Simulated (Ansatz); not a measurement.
What internal relaxation does to the elastic constants of AlO2

Level of theory: Ansatz, DFT PBE, scalar-relativistic, plane waves, PAW. Cutoff 420 eV, 4×12×8 k-points (Γ-centred), Gaussian smearing of 0.01 eV. Collinear spin, site moments 0.0, 0.0, 0.0, 0.0, 0.1, 0.1, 0.1, 0.1, 0.8, 0.8, 0.8, 0.8 μB.

Equilibrium structure at this level:
```
Al O
1.0
     9.34914    0.00000    0.00000
     0.00000    2.91675    0.00000
     0.00000    0.00000    4.82096
Al O
4 8
Direct
  0.16292 0.25000 0.95835
  0.83708 0.75000 0.04165
  0.33708 0.75000 0.45835
  0.66292 0.25000 0.54165
  0.77092 0.25000 0.22964
  0.22908 0.75000 0.77036
  0.72908 0.75000 0.72964
  0.27092 0.25000 0.27036
  0.96864 0.25000 0.84532
  0.03136 0.75000 0.15468
  0.53136 0.75000 0.34532
  0.46864 0.25000 0.65468
```

Clamped-ion constants (GPa, Voigt order; atoms follow the strain homogeneously):
C11 = 283.9, C12 = 86.9, C13 = 108.5, C22 = 339.9, C23 = 89.7, C33 = 259.1, C44 = 111.8, C55 = 106.7, C66 = 80.6 GPa; the others vanish.

**Question.** What are the constants once the atoms relax in each strained cell?

**Answer.**
C11 = 238.8, C12 = 62.5, C13 = 89.2, C22 = 262.3, C23 = 62.6, C33 = 137.5, C44 = 58.7, C55 = 50.9, C66 = 39.8 GPa; the others vanish.
The Voigt shear modulus goes from 99.7 to 58.2 GPa and the Voigt bulk modulus from 161.4 to 118.6 GPa. Relaxation subtracts ΛᵀK⁻¹Λ/V, with Λ the forces that a strain puts on the atoms and K the zone-centre force constants. At a stable cell this can only lower the diagonal constants, and it acts only for strains that share their symmetry with an optical mode; elsewhere, and where the coupling is weak, the constants hardly move.

Cost: 2 runs of about 2.2 core-hours in all, on Intel Xeon Platinum 8259CL (Skylake/Cascade Lake), AMD EPYC 7R43 (Zen 3) (shared hosts).